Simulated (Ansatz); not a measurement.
ZrN:
```yaml
crystal:
  lattice:
    - [0.00000, 2.29730, 2.29730]
    - [2.29730, 0.00000, 2.29730]
    - [2.29730, 2.29730, 0.00000]
  atoms:
    - { symbol: Zr, position: [0.50000, 0.50000, 0.50000] }
    - { symbol: N, position: [0.00000, 0.00000, 0.00000] }
```

Relaxed with PBE. Special points in fractions of this cell's reciprocal vectors: Γ (0.000, 0.000, 0.000); X (0.500, 0.000, 0.500); U (0.625, 0.250, 0.625); K (0.375, 0.375, 0.750); L (0.500, 0.500, 0.500); W (0.500, 0.250, 0.750).

Q: List the band energies nearest the Fermi level at these points for PBE with spin–orbit coupling (plane waves, PAW; program Ansatz).

A: In eV from the Fermi level; about four levels below and three above (degenerate sets whole), none deeper than 8.9 eV; points with the same levels are listed once.

```
k                                below                above
-  -----------------------------------  -------------------
Γ  -0.37 -0.37 -0.37 -0.37 -0.29 -0.29  1.63 1.63 1.63 1.63
X              -3.16 -3.16 -3.05 -3.05  3.39 3.39 4.48 4.48
U              -4.38 -4.38 -0.65 -0.65  3.42 3.42 3.69 3.69
L              -5.61 -5.61 -5.60 -5.60  3.02 3.02 3.09 3.09
W              -4.76 -4.76 -4.61 -4.61  1.05 1.05 1.08 1.08
```

Space group Fm-3m (rock salt). The PBE relaxation kept the symmetry of its start; of distortions, only those at the zone centre were tested. The run is not spin-polarised. With an odd number of electrons in the cell and no spin polarisation, the count alone makes it a metal.

Potentials: the later of the program's two PAW sets.
